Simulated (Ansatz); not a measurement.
SrTiO$_{3}$:
```
CELL_PARAMETERS angstrom
      3.85481     0.00000     0.00000
      0.00000     3.85481     0.00000
      0.00000     0.00000     3.85481
ATOMIC_POSITIONS crystal
  Sr 0.00000 0.00000 0.00000
  Ti 0.50000 0.50000 0.50000
  O  0.50000 0.00000 0.50000
  O  0.00000 0.50000 0.50000
  O  0.50000 0.50000 0.00000
```

Relaxed with LDA. Special points in fractions of this cell's reciprocal vectors: Γ (0.000, 0.000, 0.000); X (0.000, 0.500, 0.000); M (0.500, 0.500, 0.000); R (0.500, 0.500, 0.500).

Problem. List the band energies nearest the valence-band maximum at these points for DFT-LDA in the program Ansatz with PAW potentials.

Solution. In eV from the valence-band maximum; about four levels below and three above (degenerate sets whole), none deeper than 8.9 eV; points with the same levels are listed once.

```json
[
 {"k": "Γ", "below": "-1.25 -1.25 -1.25 -0.31 -0.31 -0.31", "above": "1.86 1.86 1.86"},
 {"k": "X", "below": "-2.49 -2.49 -2.15 -0.71 -0.71", "above": "2.05 3.97 3.97"},
 {"k": "M", "below": "-1.69 -1.61 -1.61 -0.10", "above": "3.98 3.98 4.44"},
 {"k": "R", "below": "-3.87 -3.87 -3.87 0.00 0.00 0.00", "above": "4.71 4.71 4.71"}
]
```

Space group Pm-3m (cubic perovskite). The cell was relaxed with LDA under the symmetry of its start. At this level the phase is dynamically unstable (imaginary phonons). The run is not spin-polarised. Spin–orbit coupling is left out wherever it is not named.

Potentials: the earlier of the program's two PAW sets. The files were generated under PBE; for other functionals the program regenerates the frozen cores, and for LDA and PBEsol the local potential too.
